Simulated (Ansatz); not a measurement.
Zr2C:
```xyz
6
Lattice="3.6339 0.0000 0.0000 0.0000 3.6339 0.0000 0.0000 0.0000 6.9792" Properties=species:S:1:pos:R:3 pbc="T T T"
Zr     0.0000     0.0000     0.0000
Zr     1.8170     1.8170     0.0000
Zr     1.8170     0.0000     2.5807
Zr     0.0000     1.8170     4.3985
C      1.8170     0.0000     5.0849
C      0.0000     1.8170     1.8943
```

Relaxed with r²SCAN. Special points in fractions of this cell's reciprocal vectors: Γ (0.000, 0.000, 0.000); X (0.000, 0.500, 0.000); M (0.500, 0.500, 0.000); Z (0.000, 0.000, 0.500); R (0.000, 0.500, 0.500); A (0.500, 0.500, 0.500).

**Question.** List the band energies nearest the Fermi level at these points for r²SCAN with spin–orbit coupling (plane waves, PAW; program Ansatz).

**Answer.** In eV from the Fermi level; about four levels below and three above (degenerate sets whole), none deeper than 8.9 eV; points with the same levels are listed once.

```
k                    below                above
-  -----------------------  -------------------
Γ  -0.73 -0.73 -0.71 -0.71  1.03 1.03 1.08 1.08
X  -0.04 -0.04 -0.04 -0.04  1.41 1.41 1.41 1.41
M  -0.51 -0.51 -0.51 -0.51  0.23 0.23 0.23 0.23
Z  -1.29 -1.29 -1.08 -1.08  0.35 0.35 0.89 0.89
R  -1.10 -1.10 -1.10 -1.10  0.60 0.60 0.60 0.60
A  -0.67 -0.67 -0.67 -0.67  3.71 3.71 3.71 3.71
```

Space group P4/nmm. A made-up cell: these elements were put on the sites of a structure type; neither database checked (COD, Materials Project) lists it. Its standing as an ambient phase is unchecked. The r²SCAN relaxation kept the symmetry of its start; its stability against distortions is not shown here. No spin polarisation was allowed.

Potentials: the later of the program's two PAW sets.
